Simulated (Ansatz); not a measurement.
## Compressing SrAl2H2: a fit and a missing row

SrAl2H2, P-3m1, a = 4.521 Å, c = 4.767 Å. The structure is a COD entry; whether it is the stable form wasn't checked. Ansatz: r2SCAN, PAW, 500 eV, Γ-centred 9×9×8 mesh on 5 atoms, Gaussian smearing 0.10 eV; no spin polarisation. Shape and atoms are relaxed at each volume; pressure is positive in compression.

| V (Å³/atom) | P (GPa) |
| --- | --- |
| 15.865 | ? |
| 16.372 | 1.35 |
| 16.878 | 0.00 |
| 17.384 | -1.19 |
| 17.891 | -2.23 |

Q: Take V0 = 16.878 Å³/atom, fit the third-order Birch–Murnaghan form to the other rows, and predict the missing pressure.

A: With the Eulerian strain f = ½[(V0/V)^(2/3) − 1] and y = P/[3f(1 + 2f)^(5/2)], the form is the line y = B0 + 1.5 B0 (B0′ − 4) f. Rows (f, y): 0.01025, 41.7; -0.00975, 42.7; -0.01906, 43.0. Means f = -0.006187, y = 42.467; Σ(Δf)² = 0.0004486, ΣΔfΔy = -0.02030; the slope is their ratio. y = 42.19 − 45.25 f GPa, so B0 = 42.2 GPa and B0′ = 4 + 2 × (-45.25)/(3 × 42.19) = 3.28. At V = 15.865, f = 0.02106, y = 41.24 and P = 2.89 GPa. The run gave 2.87 GPa, so the fit is 0.02 GPa too high, a small miss on the scale of the series. The form still works here, 33 % of the fitted range beyond its end.

Cost: 5 runs of about 6.2 core-minutes in all, on Intel Xeon Platinum 8259CL (Skylake/Cascade Lake) (shared hosts).